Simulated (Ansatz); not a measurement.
Phonons of a relaxed structure of CeO2 by density-functional perturbation theory (low response-accuracy setting, no LO–TO term) at Γ and zone-boundary points with q components 0 or ½ of the primitive reciprocal vectors. Level of theory: r2SCAN (plane waves to 500 eV, PAW, scalar-relativistic; Ansatz, an electronic-structure program). Γ-centred k-mesh 8×8×8, Fermi–Dirac smearing 0.05 eV.

```
CeO2
1.0
    0.00000     2.71868     2.71868
    2.71868     0.00000     2.71868
    2.71868     2.71868     0.00000
Ce O
1 2
Direct
  0.00000   0.00000   0.00000
  0.25000   0.25000   0.25000
  0.75000   0.75000   0.75000
```

Space group Fm-3m (No. 225), fluorite type.

```
q                  wavenumbers (cm⁻¹; i marks imaginary)
-----------  -------------------------------------------
Γ                             0 (×3), 267 (×3), 436 (×3)
L (½, 0, 0)  115 (×2), 205, 337 (×2), 371 (×2), 406, 513
X (½, ½, 0)  130 (×2), 155, 219 (×2), 260, 442 (×2), 582
```

Problem. What do these wavenumbers say about the structure?

Solution. No instability shows at these points (nothing beyond 15i cm⁻¹, the threshold used here). Other wavevectors were not sampled, so this does not prove stability.

No spin polarisation in the result. The d or f electrons are treated with no Hubbard U. The 4f state was not searched, so a lower electronic state may exist.
